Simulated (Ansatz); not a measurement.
Several faces are cut from this relaxed crystal of Pt:

```
CELL_PARAMETERS angstrom
0.00000 1.98506 1.98506
1.98506 0.00000 1.98506
1.98506 1.98506 0.00000
ATOMIC_POSITIONS crystal
Pt 0.00000 0.00000 0.00000
```

Miller indices refer to the conventional cell, a = 3.970 Å, b = 3.970 Å, c = 3.970 Å, α = 90.00°, β = 90.00°, γ = 90.00°.

The calculation used DFT PBE, scalar-relativistic, plane waves, PAW in Ansatz 0.2.0. Cutoff 420 eV, Γ-centred meshes, Gaussian smearing of 0.10 eV, no spin polarisation.

All atoms of each slab relax at the bulk's in-plane cell, with a dipole correction; γ is the mean of a slab's two faces. Bonds are neighbours within 10 % of the shortest distances in the bulk.

Question: Order these faces by relaxed surface energy, lowest first.
A. (211) (13 planes)
B. (110) (8 planes)
C. (100) (6 planes)
D. (111) (5 planes)

Answer: D (1.49 J/m²), A (1.68 J/m²), C (1.83 J/m²), B (1.90 J/m²).

Question: What are the details?

Answer: 
```csv
face,planes,thickness (Å),area (Å²),cut bonds per Å²,γ as cut (J/m²),γ relaxed (J/m²),"work function, top (eV)"
(100),6,9.9,7.88,0.508,1.85,1.83,5.65
(110),8,9.8,11.15,0.538,2.04,1.90,5.28
(111),5,9.2,6.83,0.440,1.50,1.49,5.69
(211),13,9.7,19.30,0.518,1.84,1.68,5.56
```

Question: Which shape does a crystal take in vacuum at zero temperature, if only these faces and their equivalents are allowed (Wulff construction)?

Answer: Shares of the surface area: (100) 6 %, (110) 0 %, (111) 60 %, (211) 34 %. A face with no share lies too high to cut the shape that the others make. Faces that weren't computed or are left out here could take a part.

Faces whose slabs rebuild by over 0.8 Å, distort in their middle or lose their symmetry through the k mesh, and polar cuts of insulators, are left out. Of the terminations computed for a plane the cheapest is shown.

The slabs are thin, so differences under about 0.05 J/m² or 0.1 eV aren't settled, and faces are 1×1 cells, without the reconstructions that some real ones have. Spin-orbit coupling is left out, which matters for the bands of heavy elements.
